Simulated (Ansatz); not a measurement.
**Ti₂FeS₄: do energies and stresses tell the same story?**

The calculation used DFT PBEsol, scalar-relativistic, plane waves, PAW (Ansatz).

Cutoff 420 eV; k points 12×12×8 on the computed 7-atom cell (Γ-centred); Gaussian smearing, width 0.10 eV; no spin polarisation.

Relaxed cell: C2/m, a = 12.227 Å, b = 3.318 Å, c = 5.668 Å, α = 90.00°, β = 116.97°, γ = 90.00°, 7 atoms in the primitive cell. Whether it is the stable form of this composition wasn't checked.

Energies at zero smearing and pressures from the stress tensor, at volumes with shape and atoms relaxed:
```json
{"V (Å³/atom)": "13.760", "E − E(first) (meV/atom)": "0.00", "P (GPa)": "8.52"}
{"V (Å³/atom)": "14.199", "E − E(first) (meV/atom)": "-16.73", "P (GPa)": "3.92"}
{"V (Å³/atom)": "14.639", "E − E(first) (meV/atom)": "-21.83", "P (GPa)": "0.02"}
{"V (Å³/atom)": "15.078", "E − E(first) (meV/atom)": "-17.09", "P (GPa)": "-3.28"}
{"V (Å³/atom)": "15.517", "E − E(first) (meV/atom)": "-4.06", "P (GPa)": "-6.05"}
```

Problem. Check P = −dE/dV between neighbouring volumes, and get the bulk modulus from the pressures alone.

Solution. With 1 eV/Å³ = 160.2 GPa:
```csv
middle V (Å³/atom),−ΔE/ΔV (GPa),mean P (GPa)
13.980,6.102,6.218
14.419,1.861,1.968
14.858,-1.726,-1.631
15.297,-4.754,-4.666
```

The two differ by 0.12 GPa at most. The mean of two end pressures misses the average over a step by about ΔV² P″/12, up to 0.06 GPa here; with that taken off 0.05 GPa remains. The stress is the derivative of the free energy, not of the energy at zero smearing, and with free energies 0.01 GPa remains. Around V = 14.639 Å³/atom, the two neighbours give B = −V ΔP/ΔV = 14.639 × 7.20 / 0.878 = 119.9 GPa, against B0 = 119.3 GPa from the Birch–Murnaghan fit of the energies.

Spin polarisation was left out, and a magnetic state may lie lower.

A ferromagnetic start lost its moments in a first run, so spin was left out; other magnetic orders weren't tried.

Cost: 6 runs of about 19 core-minutes in all, on Intel Xeon 6975P-C (Granite Rapids) (shared hosts).